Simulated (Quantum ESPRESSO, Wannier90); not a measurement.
## SnI4 (P-43m): Wannier90 run

```xyz
5
Lattice="6.3636 0.0000 0.0000 0.0000 6.3636 0.0000 0.0000 0.0000 6.3636" Properties=species:S:1:pos:R:3 pbc="T T T"
Sn     0.0000     0.0000     0.0000
I      1.5513    -1.5513    -1.5513
I     -1.5513    -1.5513     1.5513
I     -1.5513     1.5513    -1.5513
I      1.5513     1.5513     1.5513
```

Materials Project entry mp-571436; symmetrised, unrelaxed at this level. COD (Crystallography Open Database) has the formula in 2 space groups, this one among them (matched by group alone). Level: PBEsol, no spin polarisation, no spin-orbit coupling; pw.x of Quantum ESPRESSO at 58 Ry with PseudoDojo potentials, 4×4×4 k-points, Wannier90. Density: 6×6×6 mesh, cold smearing 0.01 Ry. Spin-orbit coupling is left out although heavy elements are present.

Base run: 20 functions from bands 6-36 of the 36 computed, start hydrogen-like Sn: s;p; I: s;p, centres 0.05 Å off the atoms, frozen window up to 2.73 eV relative to the valence-band maximum, outer window open. Its settings: num_cg_steps = 5, trial_step = 2 and dis_mix_ratio = 0.5 (the program's defaults), conv_tol = 1.0e-6 over 4 steps, num_iter = 1000, dis_conv_tol = 1.0e-6, dis_num_iter = 1000. One of them is changed at a time.

```
run                  disentanglement steps  localisation steps  Ω_I (Å²)  Ω_total (Å²)      ended
-------------------  ---------------------  ------------------  --------  ------------  ---------
base                                   100                 788    29.008        34.509  converged
trial_step = 0.5                       100                 787    29.008        34.509  converged
num_cg_steps = 20                      100                 334    29.008        34.509  converged
dis_mix_ratio = 0.2                    267                 788    29.008        34.509  converged
```
